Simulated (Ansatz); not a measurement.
Method: r2SCAN, no spin polarisation; PAW, plane waves to 500 eV, 9×9×5 Γ-centred mesh, methfessel-paxton occupations (width 0.1804 eV) (Ansatz 0.2.0), atoms fixed.

Computed maps in the lattice plane spanned by a (left to right, 3.65 Å, 11 points from zero) and b (bottom to top, 3.65 Å, 11 points from zero), 90° apart, at height 0.000 along c. The fields are smooth PAW ones with compensation charges, not the true ones near nuclei.

Valence density. Digits on a logarithmic scale: 0 up to 0.03 e/Å³, each further digit a factor of 1.6, 9 from 1.3 e/Å³ up:
```
99865555689
98655555568
66556776556
55568998655
55579999755
55579999755
55568998655
66556776556
98655555568
99865555689
99965555699
```

Q: The cell is BiIrO. Which atoms lie within 0.2 Å of this plane, and where (fractions of a and b)?

A: O at (0.00, 0.00), O at (0.50, 0.50). The whole cell:
```
Bi O Ir
1.0
     3.64729    0.00000    0.00000
     0.00000    3.64729    0.00000
     0.00000    0.00000    6.91016
Bi O Ir
2 2 2
Direct
  0.00000 0.50000 0.17100
  0.50000 0.00000 0.82900
  0.00000 0.00000 0.00000
  0.50000 0.50000 0.00000
  0.00000 0.50000 0.65000
  0.50000 0.00000 0.35000
```

Origin: a known structure type with other elements, at an estimated volume, so it need not be a known compound. Caveats: many states at the Fermi level without spin polarisation, so a magnetic state may lie lower; atoms or cell far from equilibrium; wide smearing.
